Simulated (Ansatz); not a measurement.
Input and output for C (bcc type): DFT, LDA, all-electron LAPW, scalar-relativistic (Ansatz 0.2.0).

The cell comes from a relaxation on PAW files under the same functional, begun from a prototype that needn't be the stable phase.

Command: `ansatz run input.yaml --threads 1 --pin off --max-ram 2048MiB --backend cpu --events-out ev --progress --plain --runs-dir out` It took 5.9 s on 1 thread of Arm Neoverse V2 (shared host), peak memory 0.25 GiB.

```yaml
crystal:
  lattice:
    - [-1.1636084552, 1.1636084552, 1.1636084552]
    - [1.1636084552, -1.1636084552, 1.1636084552]
    - [1.1636084552, 1.1636084552, -1.1636084552]
  atoms:
    - { symbol: C, position: [0.0, 0.0, 0.0] }
kpoints:
  mp_grid: { grid: [22, 22, 22] }
  band_path:
    path:
      - [0.0, 0.0, 0.0]
      - [0.5, -0.5, 0.5]
      - [0.0, 0.0, 0.5]
      - [0.0, 0.0, 0.0]
      - [0.25, 0.25, 0.25]
      - [0.5, -0.5, 0.5]
      - [0.25, 0.25, 0.25]
      - [0.0, 0.0, 0.5]
    npoints: 14
scf:
  occupations: { method: fermi_dirac, width: 0.1 }
hamiltonian:
  xc: lda
  pseudopotentials: { kind: all_electron, lapw: { basis_error: 0.001 } }
output:
  forces: true
  stress: true
  eigenvalues: true
  populations: true
  dos: { projected: true, de: 0.2, e_range: [-14, 8] }
```

Output:

```
C: projections on atomic orbitals take those of the free atom 1s2 2s2 2p2, of charge +0.00 (hamiltonian.pseudopotentials.projection_atoms)
LAPW: plane waves up to 8.702 Å⁻¹, error target 1.0e-3 eV per atom; small_component_spin mean_spin; C in spheres of 1.008 Å, 6 of its electrons in bands, Dirac shells [] (how accurate: hamiltonian.pseudopotentials.lapw.basis_error, Limitations)
Engine: ansatz 0.2.0
Pseudopotentials: kind: all_electron
Pseudopotential: C, LAPW, valence charge 6, lapw/all_electron/scalar/gaussian/C, Koelling and Harmon's equation, gaussian nucleus
Functional definition: SPW92
  exchange = slater_x
  correlation = pw_c
Crystal: 1 atoms, lattice volume = 6.302 Å³
Basis set: ecut = 288.5029827437239 eV, 79 PW (Γ), exchange–correlation at level 2
Bands: 7, of which v1, the nominal top of the filled ones, is band 3 counted from 1 (2 counted from 0)
Symmetry: 48 space group operations
Space group: Im-3m (ITA 229), of the structure as read, at distance tolerance 1.8e-5 Å
k-points: 328 of 10648
Non-local potential: C, projectors of the file, none
Initial density: superposition of atomic densities (chi_scale 0.1, normalization cell)
Initial wavefunctions: plane waves of lowest kinetic energy (no species holds an atomic orbital)
Functional: x = slater, c = lda
iter 1 solved again at ethr=1.02e-4 eV; its pass at ethr=1.00e-1 eV (dr2=6.10e-3 eV) is discarded
SCF iter   1: F=—  HF=-1024.604039 eV  |F-HF|=—  |Δ(HF+E_count)|=         —  Δρ=1.72e-2  dr2=6.09e-3  ethr=1.02e-4  ⟨swp⟩=3.3  Hψ=19867  notcnv=0
preconditioner: auto → none  [metal: Δε(μ)=0.005 eV  Ē_g=22.314 eV  σ=0.100 eV  W_gap=0.01  n_scr=0 (ndim 8)  ℏωp=29.6 eV  f_vac=0.000  D(μ)=0.34/eV (n_scr^D=0)]
SCF iter   2: F=—  HF=-1024.604899 eV  |F-HF|=—  |Δ(HF+E_count)|=   8.60e-4  Δρ=8.83e-3  dr2=1.63e-3  ethr=1.01e-4  ⟨swp⟩=2.0  Hψ=6284  notcnv=0
iter 3 solved again at ethr=7.32e-9 eV; its pass at ethr=2.71e-5 eV (dr2=4.39e-7 eV) is discarded
SCF iter   3: F=—  HF=-1024.605302 eV  |F-HF|=—  |Δ(HF+E_count)|=   4.03e-4  Δρ=1.45e-4  dr2=4.40e-7  ethr=7.32e-9  ⟨swp⟩=2.8  Hψ=11560  notcnv=0
SCF iter   4: F=-1024.605302 eV  HF=-1024.605302 eV  |F-HF|=8.18e-10  |Δ(HF+E_count)|=   8.13e-8  Δρ=6.52e-6  dr2=6.04e-10  ethr=7.32e-9  ⟨swp⟩=2.0  Hψ=6284  notcnv=0
SCF 1 converged in 4 iterations: F = -1024.605302 eV  dr2 = 6.04e-10
NSCF: frozen V_eff on 99 k-points
SCF converged after 4 iterations
Free energy (F): -1024.605302 eV
Harris-Foulkes:  -1024.605302 eV  (|F-HF|=8.18e-10)
Internal energy: -1024.593912 eV  (E = F + TS)
E sigma→0 (E₀):  -1024.599607 eV
Entropy (-TS):   -0.011391 eV (-11.391 meV/atom)
Fermi energy:    12.630431 eV
--- Per-component energies (eV) ---
  E_band       = -484.917973
  E_kinetic    = 1018.627802
  E_xc         = -135.837632
  E_electrostatic = -1907.384082  (all electrons and nuclei)
  E_smearing   = -0.011391  (= −TS)
  E_closure    = 0.000000  (closes the sum)
  E_atoms      = -1018.810448  (free atoms, spherical and without spin; not in F)
  Σ components = -1024.605302   (vs F -1024.605302, Δ=0.00e0)
  Basis errors (estimates in eV, not in F): energy 2.4e-4 per atom: plane waves 2.3e-4 (1.2e-4 summed), levels above the bands 1.1e-118, relativity 5.6e-10, radial functions 5.1e-6, core shells 0.0e0; eigenvalues (radial functions only) 1.6e-3; not estimated: angular momenta, meshes, grids; target (lapw.basis_error) 1.0e-3; muffin-tin radii C 1.008 Å
--- Forces (eV/Å), atoms counted from 1 ---
  atom   1  C     -0.00000000    -0.00000000     0.00000000
  max |Σ_I F_I| component: 1.15e-31 eV/Å
--- Stress (GPa, compression-positive) ---
        0.017251       0.000000       0.000000
        0.000000       0.017251      -0.000000
        0.000000      -0.000000       0.017251
  P = ⅓ Tr σ = 0.0173 GPa (0.173 kbar)
--- Band table (eV; the first three rows and the last of 328) ---
  k-point 0: bands = ["-252.6997", "-7.6341", "22.1308", "22.1308", "22.1308", "46.8652", "46.8652"]
  k-point 1: bands = ["-252.6997", "-7.5384", "21.9005", "21.9921", "22.1024", "46.1192", "46.1291"]
  k-point 2: bands = ["-252.6996", "-7.2515", "21.2116", "21.6028", "22.0188", "43.9869", "44.5789"]
  k-point 327: bands = ["-252.6993", "10.9199", "10.9199", "10.9199", "14.1914", "24.6445", "24.6445"]
--- Löwdin populations: 1 site ---
  site symbol       q [e]
     0      C      5.9764
  spilling = 0.003933 (of n_electrons = 6.000000)
```

populations.tsv:

```
# site	symbol	l	j	q
# orbitals = lowdin
# n_electrons = 6.000000
# spilling = 0.003933
# projection_atom_C: 1s2 2s2 2p2
0	C	0_1S	-	1.997736
0	C	0_2S	-	1.502881
0	C	1_2P	-	2.475782
```

Next run (volume at 0.92 of the series' base cell), as changes to the input before:

```diff
   lattice:
-    - [-1.1636084552, 1.1636084552, 1.1636084552]
-    - [1.1636084552, -1.1636084552, 1.1636084552]
-    - [1.1636084552, 1.1636084552, -1.1636084552]
+    - [-1.1317125816, 1.1317125816, 1.1317125816]
+    - [1.1317125816, -1.1317125816, 1.1317125816]
+    - [1.1317125816, 1.1317125816, -1.1317125816]
   atoms:
   mp_grid: { grid: [22, 22, 22] }
-  band_path:
-    path:
-      - [0.0, 0.0, 0.0]
-      - [0.5, -0.5, 0.5]
-      - [0.0, 0.0, 0.5]
-      - [0.0, 0.0, 0.0]
-      - [0.25, 0.25, 0.25]
-      - [0.5, -0.5, 0.5]
-      - [0.25, 0.25, 0.25]
-      - [0.0, 0.0, 0.5]
-    npoints: 14
 scf:
   populations: true
-  dos: { projected: true, de: 0.2, e_range: [-14, 8] }
```

Results part of the output:

```
SCF 1 converged in 4 iterations: F = -1024.572574 eV  dr2 = 3.83e-10
SCF converged after 4 iterations
Free energy (F): -1024.572574 eV
Harris-Foulkes:  -1024.572574 eV  (|F-HF|=2.48e-11)
Internal energy: -1024.561834 eV  (E = F + TS)
E sigma→0 (E₀):  -1024.567204 eV
Entropy (-TS):   -0.010740 eV (-10.740 meV/atom)
Fermi energy:    14.187839 eV
--- Per-component energies (eV) ---
  E_band       = -477.365719
  E_kinetic    = 1020.957110
  E_xc         = -136.705117
  E_electrostatic = -1908.813827  (all electrons and nuclei)
  E_smearing   = -0.010740  (= −TS)
  E_closure    = 0.000000  (closes the sum)
  E_atoms      = -1018.810448  (free atoms, spherical and without spin; not in F)
  Σ components = -1024.572574   (vs F -1024.572574, Δ=0.00e0)
  Basis errors (estimates in eV, not in F): energy 2.5e-4 per atom: plane waves 2.4e-4 (1.3e-4 summed), levels above the bands 1.8e-124, relativity 6.7e-10, radial functions 5.3e-6, core shells 0.0e0; eigenvalues (radial functions only) 1.6e-3; not estimated: angular momenta, meshes, grids; target (lapw.basis_error) 1.0e-3; muffin-tin radii C 0.980 Å
--- Forces (eV/Å), atoms counted from 1 ---
  atom   1  C     -0.00000000     0.00000000     0.00000000
  max |Σ_I F_I| component: 6.57e-32 eV/Å
--- Stress (GPa, compression-positive) ---
       22.279145      -0.000000       0.000000
       -0.000000      22.279145       0.000000
        0.000000       0.000000      22.279145
  P = ⅓ Tr σ = 22.2791 GPa (222.791 kbar)
--- Band table (eV; the first three rows and the last of 328) ---
  k-point 0: bands = ["-251.1270", "-7.2900", "24.5063", "24.5063", "24.5063", "49.8210", "49.8210"]
  k-point 1: bands = ["-251.1270", "-7.1892", "24.2600", "24.3515", "24.4740", "49.0200", "49.0328"]
  k-point 2: bands = ["-251.1270", "-6.8869", "23.5215", "23.9179", "24.3787", "46.7654", "47.3772"]
  k-point 327: bands = ["-251.1264", "12.2462", "12.2462", "12.2462", "16.8156", "26.2413", "26.2413"]
--- Löwdin populations: 1 site ---
  site symbol       q [e]
     0      C      5.9742
  spilling = 0.004303 (of n_electrons = 6.000000)
```

Next run (volume at 0.84 of the series' base cell), as changes to the input before:

```diff
   lattice:
-    - [-1.1317125816, 1.1317125816, 1.1317125816]
-    - [1.1317125816, -1.1317125816, 1.1317125816]
-    - [1.1317125816, 1.1317125816, -1.1317125816]
+    - [-1.0979097209, 1.0979097209, 1.0979097209]
+    - [1.0979097209, -1.0979097209, 1.0979097209]
+    - [1.0979097209, 1.0979097209, -1.0979097209]
   atoms:
```

Results part of the output:

```
SCF 1 converged in 4 iterations: F = -1024.453726 eV  dr2 = 1.10e-9
SCF converged after 4 iterations
Free energy (F): -1024.453726 eV
Harris-Foulkes:  -1024.453726 eV  (|F-HF|=2.67e-9)
Internal energy: -1024.443453 eV  (E = F + TS)
E sigma→0 (E₀):  -1024.448589 eV
Entropy (-TS):   -0.010273 eV (-10.273 meV/atom)
Fermi energy:    16.030115 eV
--- Per-component energies (eV) ---
  E_band       = -468.613617
  E_kinetic    = 1023.871025
  E_xc         = -137.716211
  E_electrostatic = -1910.598267  (all electrons and nuclei)
  E_smearing   = -0.010273  (= −TS)
  E_closure    = 0.000000  (closes the sum)
  E_atoms      = -1018.810448  (free atoms, spherical and without spin; not in F)
  Σ components = -1024.453726   (vs F -1024.453726, Δ=0.00e0)
  Basis errors (estimates in eV, not in F): energy 2.6e-4 per atom: plane waves 2.6e-4 (1.4e-4 summed), levels above the bands 3.6e-131, relativity 8.2e-10, radial functions 6.2e-6, core shells 0.0e0; eigenvalues (radial functions only) 1.6e-3; not estimated: angular momenta, meshes, grids; target (lapw.basis_error) 1.0e-3; muffin-tin radii C 0.951 Å
--- Forces (eV/Å), atoms counted from 1 ---
  atom   1  C      0.00000000    -0.00000000     0.00000000
  max |Σ_I F_I| component: 1.97e-31 eV/Å
--- Stress (GPa, compression-positive) ---
       55.484892      -0.000000      -0.000000
       -0.000000      55.484892       0.000000
       -0.000000       0.000000      55.484892
  P = ⅓ Tr σ = 55.4849 GPa (554.849 kbar)
--- Band table (eV; the first three rows and the last of 328) ---
  k-point 0: bands = ["-249.3043", "-6.8799", "27.2900", "27.2900", "27.2900", "53.2514", "53.2514"]
  k-point 1: bands = ["-249.3043", "-6.7733", "27.0246", "27.1156", "27.2528", "52.3854", "52.4010"]
  k-point 2: bands = ["-249.3043", "-6.4539", "26.2264", "26.6286", "27.1431", "49.9865", "50.6226"]
  k-point 327: bands = ["-249.3032", "13.7935", "13.7935", "13.7935", "19.9214", "28.0913", "28.0913"]
--- Löwdin populations: 1 site ---
  site symbol       q [e]
     0      C      5.9716
  spilling = 0.004729 (of n_electrons = 6.000000)
```

Next run (volume at 0.76 of the series' base cell), as changes to the input before:

```diff
   lattice:
-    - [-1.0979097209, 1.0979097209, 1.0979097209]
-    - [1.0979097209, -1.0979097209, 1.0979097209]
-    - [1.0979097209, 1.0979097209, -1.0979097209]
+    - [-1.0618864174, 1.0618864174, 1.0618864174]
+    - [1.0618864174, -1.0618864174, 1.0618864174]
+    - [1.0618864174, 1.0618864174, -1.0618864174]
   atoms:
```

Command: `ansatz run input.yaml --threads 1 --pin off --max-ram 2048MiB --backend cpu --events-out ev --progress --plain --runs-dir out` It took 5.3 s on 1 thread of Arm Neoverse V2, with other jobs on the host, peak memory 0.25 GiB.

Results part of the output:

```
SCF 1 converged in 4 iterations: F = -1024.205244 eV  dr2 = 2.07e-9
SCF converged after 4 iterations
Free energy (F): -1024.205244 eV
Harris-Foulkes:  -1024.205244 eV  (|F-HF|=4.78e-9)
Internal energy: -1024.195614 eV  (E = F + TS)
E sigma→0 (E₀):  -1024.200429 eV
Entropy (-TS):   -0.009630 eV (-9.630 meV/atom)
Fermi energy:    18.229346 eV
--- Per-component energies (eV) ---
  E_band       = -458.331262
  E_kinetic    = 1027.576351
  E_xc         = -138.909393
  E_electrostatic = -1912.862572  (all electrons and nuclei)
  E_smearing   = -0.009630  (= −TS)
  E_closure    = 0.000000  (closes the sum)
  E_atoms      = -1018.810448  (free atoms, spherical and without spin; not in F)
  Σ components = -1024.205244   (vs F -1024.205244, Δ=0.00e0)
  Basis errors (estimates in eV, not in F): energy 2.7e-4 per atom: plane waves 2.7e-4 (1.4e-4 summed), levels above the bands 4.3e-139, relativity 1.0e-9, radial functions 2.2e-6, core shells 0.0e0; eigenvalues (radial functions only) 1.5e-3; not estimated: angular momenta, meshes, grids; target (lapw.basis_error) 1.0e-3; muffin-tin radii C 0.920 Å
--- Forces (eV/Å), atoms counted from 1 ---
  atom   1  C     -0.00000000    -0.00000000     0.00000000
  max |Σ_I F_I| component: 3.08e-32 eV/Å
--- Stress (GPa, compression-positive) ---
      106.034619       0.000000       0.000000
        0.000000     106.034619       0.000000
        0.000000       0.000000     106.034619
  P = ⅓ Tr σ = 106.0346 GPa (1060.346 kbar)
--- Band table (eV; the first three rows and the last of 328) ---
  k-point 0: bands = ["-247.1633", "-6.3811", "30.5994", "30.5994", "30.5994", "57.2890", "57.2890"]
  k-point 1: bands = ["-247.1633", "-6.2682", "30.3105", "30.4008", "30.5561", "56.3449", "56.3629"]
  k-point 2: bands = ["-247.1632", "-5.9294", "29.4393", "29.8482", "30.4282", "53.7740", "54.4395"]
  k-point 327: bands = ["-247.1614", "15.6244", "15.6244", "15.6244", "23.6543", "30.2643", "30.2643"]
--- Löwdin populations: 1 site ---
  site symbol       q [e]
     0      C      5.9687
  spilling = 0.005214 (of n_electrons = 6.000000)
```

Next run (volume at 0.68 of the series' base cell), as changes to the input before:

```diff
   lattice:
-    - [-1.0618864174, 1.0618864174, 1.0618864174]
-    - [1.0618864174, -1.0618864174, 1.0618864174]
-    - [1.0618864174, 1.0618864174, -1.0618864174]
+    - [-1.0232376365, 1.0232376365, 1.0232376365]
+    - [1.0232376365, -1.0232376365, 1.0232376365]
+    - [1.0232376365, 1.0232376365, -1.0232376365]
   atoms:
```

Results part of the output:

```
SCF 1 converged in 4 iterations: F = -1023.757958 eV  dr2 = 3.23e-9
SCF converged after 4 iterations
Free energy (F): -1023.757958 eV
Harris-Foulkes:  -1023.757958 eV  (|F-HF|=6.42e-9)
Internal energy: -1023.749007 eV  (E = F + TS)
E sigma→0 (E₀):  -1023.753482 eV
Entropy (-TS):   -0.008951 eV (-8.951 meV/atom)
Fermi energy:    20.870370 eV
--- Per-component energies (eV) ---
  E_band       = -446.068620
  E_kinetic    = 1032.318617
  E_xc         = -140.334021
  E_electrostatic = -1915.733603  (all electrons and nuclei)
  E_smearing   = -0.008951  (= −TS)
  E_closure    = 0.000000  (closes the sum)
  E_atoms      = -1018.810448  (free atoms, spherical and without spin; not in F)
  Σ components = -1023.757958   (vs F -1023.757958, Δ=0.00e0)
  Basis errors (estimates in eV, not in F): energy 2.9e-4 per atom: plane waves 2.9e-4 (1.5e-4 summed), levels above the bands 9.2e-149, relativity 1.3e-9, radial functions 1.9e-6, core shells 0.0e0; eigenvalues (radial functions only) 5.7e-5; not estimated: angular momenta, meshes, grids; target (lapw.basis_error) 1.0e-3; muffin-tin radii C 0.886 Å
--- Forces (eV/Å), atoms counted from 1 ---
  atom   1  C      0.00000000     0.00000000    -0.00000000
  max |Σ_I F_I| component: 1.64e-31 eV/Å
--- Stress (GPa, compression-positive) ---
      183.989486      -0.000000      -0.000000
       -0.000000     183.989486       0.000000
       -0.000000       0.000000     183.989486
  P = ⅓ Tr σ = 183.9895 GPa (1839.895 kbar)
--- Band table (eV; the first three rows and the last of 328) ---
  k-point 0: bands = ["-244.6162", "-5.7608", "34.6007", "34.6007", "34.6007", "62.1210", "62.1210"]
  k-point 1: bands = ["-244.6162", "-5.6406", "34.2825", "34.3715", "34.5495", "61.0813", "61.1015"]
  k-point 2: bands = ["-244.6160", "-5.2799", "33.3198", "33.7368", "34.3982", "58.3038", "59.0041"]
  k-point 327: bands = ["-244.6127", "17.8270", "17.8270", "17.8270", "28.2237", "32.8598", "32.8598"]
--- Löwdin populations: 1 site ---
  site symbol       q [e]
     0      C      5.9654
  spilling = 0.005774 (of n_electrons = 6.000000)
```

Next run (volume at 0.6 of the series' base cell), as changes to the input before:

```diff
   lattice:
-    - [-1.0232376365, 1.0232376365, 1.0232376365]
-    - [1.0232376365, -1.0232376365, 1.0232376365]
-    - [1.0232376365, 1.0232376365, -1.0232376365]
+    - [-0.9814253807, 0.9814253807, 0.9814253807]
+    - [0.9814253807, -0.9814253807, 0.9814253807]
+    - [0.9814253807, 0.9814253807, -0.9814253807]
   atoms:
```

Results part of the output:

```
SCF 1 converged in 4 iterations: F = -1023.001039 eV  dr2 = 5.03e-9
SCF converged after 4 iterations
Free energy (F): -1023.001039 eV
Harris-Foulkes:  -1023.001039 eV  (|F-HF|=6.97e-9)
Internal energy: -1022.992628 eV  (E = F + TS)
E sigma→0 (E₀):  -1022.996833 eV
Entropy (-TS):   -0.008412 eV (-8.412 meV/atom)
Fermi energy:    24.176934 eV
--- Per-component energies (eV) ---
  E_band       = -431.167376
  E_kinetic    = 1038.431191
  E_xc         = -142.059778
  E_electrostatic = -1919.364041  (all electrons and nuclei)
  E_smearing   = -0.008412  (= −TS)
  E_closure    = 0.000000  (closes the sum)
  E_atoms      = -1018.810448  (free atoms, spherical and without spin; not in F)
  Σ components = -1023.001039   (vs F -1023.001039, Δ=0.00e0)
  Basis errors (estimates in eV, not in F): energy 3.1e-4 per atom: plane waves 3.1e-4 (1.7e-4 summed), levels above the bands 1.6e-160, relativity 1.9e-9, radial functions 2.6e-6, core shells 0.0e0; eigenvalues (radial functions only) 6.2e-5; not estimated: angular momenta, meshes, grids; target (lapw.basis_error) 1.0e-3; muffin-tin radii C 0.850 Å
--- Forces (eV/Å), atoms counted from 1 ---
  atom   1  C      0.00000000     0.00000000     0.00000000
  max |Σ_I F_I| component: 1.11e-31 eV/Å
--- Stress (GPa, compression-positive) ---
      306.619851       0.000000       0.000000
        0.000000     306.619851      -0.000000
        0.000000      -0.000000     306.619851
  P = ⅓ Tr σ = 306.6199 GPa (3066.199 kbar)
--- Band table (eV; the first three rows and the last of 328) ---
  k-point 0: bands = ["-241.5367", "-4.9670", "39.5414", "39.5414", "39.5414", "68.0297", "68.0297"]
  k-point 1: bands = ["-241.5366", "-4.8383", "39.1858", "39.2727", "39.4798", "66.8696", "66.8911"]
  k-point 2: bands = ["-241.5364", "-4.4525", "38.1053", "38.5326", "39.2975", "63.8378", "64.5797"]
  k-point 327: bands = ["-241.5300", "20.5327", "20.5327", "20.5327", "33.9458", "36.0250", "36.0250"]
--- Löwdin populations: 1 site ---
  site symbol       q [e]
     0      C      5.9615
  spilling = 0.006415 (of n_electrons = 6.000000)
```

The structure type is held throughout; the real material can change phase at far lower pressure.
